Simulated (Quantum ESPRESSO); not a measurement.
# Planted mistakes on one cell of ZnGaAlHfO6

These are calculations, not measurements. They come from pw.x of Quantum ESPRESSO 7.5, a plane-wave density functional program, with PseudoDojo standard norm-conserving files (v0.5 for PBE, v0.4.1 for LDA and PBEsol). The cells are made up: elements, strain and atom displacements were drawn at random, and nothing was relaxed. There is no spin polarisation, spin-orbit coupling or dispersion term.

The hafnium file is less sure than the others, with forces about 3 percent (worst 6) and pressure in oxides about 1.5 GPa (worst 2.7) from a second method in checks, which no rerun with the same files tests.

The cell has 10 sites of a corundum lattice. Sites 1 to 4 hold Zn Ga Al Hf; sites 5 to 10 hold O O O O O O. Cell vectors in Å: (2.496, 1.430, 4.617); (-2.577, 1.447, 4.656); (-0.026, -2.975, 4.668). Settings: PBE, cutoff 1143 eV, 5 x 5 x 5 k mesh shifted by half a step, Fermi-Dirac smearing of 0.025 eV.

The intended run has a self-consistency threshold of 1e-07 eV, a smearing term of 0.000 eV, a pressure of 13.40 GPa and 12 iterations. Each further run changes one thing: all lengths scaled by 1.0175; atoms of sites 2 and 4 exchanged; cutoff 766 eV; files of PBEsol; k mesh 1 x 1 x 1; one electron added; smearing 0.36 eV; threshold 0.04 eV. A coarse mesh keeps the shift, and a charged cell sits in a uniform background.

| run | change of free energy (eV) | smearing term -TS (eV) | change of P (GPa) | largest change of a force component (eV/Å) | iterations |
| --- | --- | --- | --- | --- | --- |
| A | 0.017 | 0.000 | 3.43 | 0.137 | 5 |
| B | -0.257 | 0.000 | -11.53 | 0.654 | 12 |
| C | -0.410 | 0.000 | -2.57 | 2.315 | 13 |
| D | -0.760 | 0.000 | -0.89 | 0.842 | 12 |
| E | -0.005 | -0.035 | 0.08 | 0.015 | 12 |
| F | 5.140 | 0.000 | -63.47 | 0.095 | 11 |
| G | 15.240 | 0.000 | -7.08 | 0.243 | 11 |
| H | 14.287 | -0.009 | 35.14 | 1.276 | 13 |

A rerun of the intended cell at 1437 eV and k mesh 7 x 7 x 7 moved values by no more than 0.003 eV in the cell's energy, 0.04 GPa in stress and 0.002 eV/Å in force.

Question: which change belongs to which run?

## Worked reading

Run A has the fewest iterations, as a run stopped early does. Run E has the largest smearing term, as wide smearing gives. Run F has a higher energy and the largest fall in pressure, as too small a basis gives. Run B changes the volume by a factor of 1.0534; minus its pressure change over the logarithm of that factor, 222 GPa, is a rough bulk modulus with clamped atoms. Energies from files of another functional, or of a charged cell, have another zero and say nothing on stability; the pressure of a charged cell rests on the program's zero of potential too.

## Key

```
run,change
A,threshold 0.04 eV
B,all lengths scaled by 1.0175
C,atoms of sites 2 and 4 exchanged
D,k mesh 1 x 1 x 1
E,smearing 0.36 eV
F,cutoff 766 eV
G,files of PBEsol
H,one electron added
```